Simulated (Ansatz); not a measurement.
Ba, first-principles data

Ba (diamond, Fd-3m), a = b = c = 7.4036 Å, α = β = γ = 90.00°; the cell used has 2 atoms.

Space group Fd-3m (No. 227), diamond; conventional cell a = 7.4036 Å, b = 7.4036 Å, c = 7.4036 Å, α = 90.00°, β = 90.00°, γ = 90.00°.

Method: DFT-PBEsol in the program Ansatz with PAW potentials. Structure relaxed to zero pressure with the same functional. Other levels are named where they apply.

**Cell and energy**

```
Item                 Result
---------------  ----------
Volume per atom    50.73 Å³
Density          4.50 g/cm³
```

**Electronic structure**

```
Property                                                                     Value
------------------------------------  --------------------------------------------
Electronic character                                             metallic (no gap)
Density of states at the Fermi level  0.40 states/eV per atom (mean over ±0.08 eV)
Gap with spin–orbit coupling                                       none (metallic)
```

**Mechanics**

```
Property                                                                Value
-------------------------------------  --------------------------------------
Bulk modulus (Birch–Murnaghan fit)                                   144 kbar
Pressure derivative B′                                                    7.1
Elastic constants (relaxed ions, GPa)      C11 = 5.9, C12 = 18.6, C44 = -15.5
Mechanical stability                   unstable (C has a negative eigenvalue)
```

**Phonons**

```
Quantity                                       Result
-----------------------------  ----------------------
Highest zone-centre frequency                119 cm⁻¹
Zone-centre stability          no imaginary mode at Γ
```

The start of the workflow was typed in or built on a structure type; neither database checked (COD, Materials Project) lists it. It is not the phase usual at ambient conditions (space group No. 229). The cell was relaxed with PBEsol under the symmetry of its start. The volume moved by -49 % from the start of the relaxation. As this level gives no gap, shear constants depend on the k-mesh and smearing (Fermi–Dirac, 0.1 eV here). As this level gives no gap, phonon frequencies hold no LO–TO term and depend on the k-mesh and smearing (Fermi–Dirac, 0.1 eV here). Scalar-relativistic: spin–orbit coupling is off unless named, which matters more the heavier the elements.

Potentials: the later of the program's two PAW sets.
